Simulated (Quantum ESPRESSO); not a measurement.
Hf2RuSnInW3, a guest atom moved from site to site

Computed values, not a measurement. The program is pw.x of Quantum ESPRESSO 7.5 (plane-wave density functional theory). The cell is made up: eight metal atoms on a hexagonal close-packed lattice, with elements, volume, strain and displacements drawn at random and not relaxed, so it may be unstable or far from any real phase. PseudoDojo standard norm-conserving files set the functional (PBE unless stated); there is no spin polarisation or spin-orbit coupling, the Fermi-Dirac width of 0.25 eV means electrons at about 2900 K, and the masses in the input are unused placeholders. The tin pseudopotential is less sure than most, with forces differing by about three percent from a second method on plain tin. Heavy elements are run without spin-orbit coupling, which real alloys of them have. A spin test at this wide smearing found no moment, but such smearing suppresses magnetism that the real alloy may have.

The runs move one In atom among sites that otherwise hold W. Cell, positions, cutoff, mesh and smearing stay as in the input of run 1; sites are counted in its order. Stress in the tables is positive in tension.

Input of run 1:

```
&control calculation='scf', pseudo_dir='./dojo.nc.sr.pbe.v0_5.standard.upf', outdir='./o', disk_io='minimal', tprnfor=.true., tstress=.true. /
&system ibrav=0, nat=8, ntyp=5, nbnd=71, ecutwfc=84.00895049, nosym=.true., tot_charge=0,
 occupations='smearing', smearing='fd', degauss=0.0183746611
/
&electrons conv_thr=1.470e-08, electron_maxstep=70, mixing_beta=0.5 /
ATOMIC_SPECIES
Hf 1.0 Hf.upf
In 1.0 In.upf
Ru 1.0 Ru.upf
Sn 1.0 Sn.upf
W 1.0 W.upf
CELL_PARAMETERS angstrom
3.0068 -0.0104 -0.0383
-0.018 5.2312 0.0148
-0.124 0.0276 9.5446
ATOMIC_POSITIONS angstrom
Hf 0.077 -0.0383 -0.124
Ru -0.0439 0.0552 4.8647
Sn -0.2473 1.6505 2.2818
In -0.1352 1.8088 7.0682
W 1.5709 2.6343 0.0615
W 1.4289 2.5362 4.7436
W 1.4318 4.4084 2.3131
Hf 1.3933 4.3843 7.1817
K_POINTS automatic
8 5 3 1 1 1
```

| run | elements on sites 1 to 8 | free energy less that of run 1 (eV) | -TS (eV) | pressure (GPa) | stress xx (GPa) | stress yy (GPa) | stress zz (GPa) | stress yz (GPa) | stress xz (GPa) | stress xy (GPa) | iterations |
| --- | --- | --- | --- | --- | --- | --- | --- | --- | --- | --- | --- |
| 1 | Hf Ru Sn In W W W Hf | 0.000 | -1.660 | -1.26 | 0.65 | 4.59 | -1.46 | 0.94 | -1.18 | 0.77 | 18 |
| 2 | Hf Ru Sn W In W W Hf | 0.383 | -1.816 | -0.12 | 0.56 | 3.58 | -3.79 | -0.51 | 0.04 | -0.45 | 18 |
| 3 | Hf Ru Sn W W In W Hf | 0.087 | -1.772 | 0.66 | -1.88 | 6.18 | -6.28 | -0.03 | -1.28 | 1.09 | 19 |
| 4 | Hf Ru Sn W W W In Hf | -0.395 | -1.686 | 0.83 | -1.23 | -0.55 | -0.70 | -1.22 | -1.75 | 0.38 | 17 |

Forces Fx Fy Fz (eV/Å):

```
site              run 1              run 2              run 3              run 4
   1    -0.10 0.05 2.19     0.05 0.88 1.20    -0.06 0.44 2.03    -0.26 0.82 1.09
   2  -0.06 -0.31 -1.09  -0.07 -0.20 -0.75  -0.10 -0.10 -0.21  -0.05 -0.13 -0.33
   3     0.98 0.54 2.05     0.75 0.22 3.02     0.94 0.15 1.00     0.95 0.86 1.90
   4    0.25 -0.28 0.60  -0.13 -0.27 -0.38    0.11 -0.61 1.32  -0.11 -0.14 -0.11
   5   -0.47 0.98 -1.11   -0.43 0.13 -2.25   -0.37 0.66 -1.26   -0.58 0.00 -2.17
   6   -0.24 0.99 -1.19     0.10 0.11 0.22   -0.22 0.90 -0.23    0.13 -0.13 0.79
   7   -0.31 -1.63 1.44   -0.26 -1.05 2.33   -0.33 -1.31 0.36   -0.03 -1.06 1.96
   8  -0.04 -0.34 -2.90   -0.01 0.18 -3.40   0.03 -0.13 -3.01  -0.05 -0.23 -3.14
```

The sites are displaced and not relaxed, so the energy differences mix bonding between neighbours with strain and are not ordering energies. A rerun of one cell of this series at a higher cutoff and on a denser mesh moved values by no more than 0.003 eV in energy, 0.06 GPa in stress and 0.011 eV/Å in force, and a second program with other atomic files agreed on that cell to 2 % rms in force and 0.5 GPa in pressure.